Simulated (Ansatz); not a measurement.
Space group I4/mmm (No. 139). a = 4.301 Å, b = 4.301 Å, c = 10.006 Å, α = 90.00°, β = 90.00°, γ = 90.00°
| atom | site | symmetry | x | y | z |
| --- | --- | --- | --- | --- | --- |
| Ca | 2a | 4/mmm | 0.0000 | 0.0000 | 0.0000 |
| Si | 4e | 4mm | 0.0000 | 0.0000 | 0.3846 |
| Au | 4d | -4m2 | 0.0000 | 0.5000 | 0.2500 |

Equation of state of this CaSi2Au2 structure (not necessarily the ground state), with shape and atoms relaxed at each volume where symmetry leaves them free. It has no gap at any of these volumes. Level of theory: DFT PBEsol, scalar-relativistic, plane waves, PAW in Ansatz.

Settings: cutoff 420 eV, Γ-centred mesh 12×12×12 on the computed 5-atom cell, Gaussian smearing of 0.10 eV; no spin polarisation.

| V (Å³/atom) | E − E(largest V) (meV/atom) | P (GPa) |
| --- | --- | --- |
| 17.402 | 5.00 | 7.56 |
| 17.958 | -13.82 | 3.43 |
| 18.513 | -19.49 | -0.01 |
| 19.068 | -14.25 | -2.87 |
| 19.624 | 0.00 | -5.26 |

Problem. Fit a third-order Birch–Murnaghan equation to E(V).

Solution. V0 = 18.51 Å³/atom, B0 = 105 GPa, B0' = 5.3.

Spin-orbit coupling is left out, which matters for the bands of heavy elements.